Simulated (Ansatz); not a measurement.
**Mg2GeN: start and end of a relaxation**

The guess for Mg2GeN was made by a generator: random cell by space group and Wyckoff sites (Immm, No. 71). The dimensions are guesses.

start.xyz

```xyz
4
Lattice="-1.7059 2.4159 3.9659 1.7059 -2.4159 3.9659 1.7059 2.4159 -3.9659" Properties=species:S:1:pos:R:3 pbc="T T T"
Mg    0.0000    0.0000    6.3823
Mg    0.0000    0.0000    1.5494
Ge    0.0000    0.0000    3.9659
N     0.0000    2.4159    0.0000
```

Method: Ansatz 0.2.0, DFT PBE, scalar-relativistic, plane waves, PAW. Cutoff 420 eV, Gaussian smearing, Γ-centred meshes. Cell and atoms relax first on a coarse mesh and then on a finer one. In between, the cell is made exact in the group found at 0.06 Å. In metals the finer mesh still leaves noise of several meV/atom or more. The steps can't lower the symmetry of their start. No spin polarisation.

end.xyz

```xyz
4
Lattice="-1.5818 2.5841 4.0635 1.5818 -2.5841 4.0635 1.5818 2.5841 -4.0635" Properties=species:S:1:pos:R:3 pbc="T T T"
Mg    0.0000    0.0000    6.8083
Mg    0.0000    0.0000    1.3187
Ge    0.0000    0.0000    4.0635
N     1.5818    0.0000    0.0000
```

The symmetry stays Immm (No. 71). The volume per atom grows by 1.6 %, from 16.3 to 16.6 Å³. The shortest distance goes from 1.71 Å (Ge–N) to 2.06 Å (Mg–N). The energy falls by about 1.2 eV/atom (the start's value is from the coarse mesh). The end is written in a standard setting, so origin, axes and order of atoms can differ from the start's.

```
Volume per atom                             : 16.61 Å³
Density                                     : 3.38 g/cm³
Formation energy                            : −0.12 eV/atom
Gap on the 18×18×18 mesh of the 4-atom cell : 0 eV (a metal)
```

Energies over the elements count from the elements' standard structures at the same level (N₂ as a molecule), with no fitted energy shifts.

The last run used Gaussian smearing of 0.10 eV. An odd number of electrons in the primitive cell allows no gap without spin; a larger cell or a magnetic state could open one. A structure relaxed within its symmetry needn't be a true minimum. In all, the 3 runs took 5.9 min on 1 thread of Intel(R) Xeon(R) Processor @ 2.70GHz, on a shared host. Another cell of Mg2GeN relaxed alike, in R-3m, lies 269 meV/atom lower, so this cell isn't the stable form at this level.
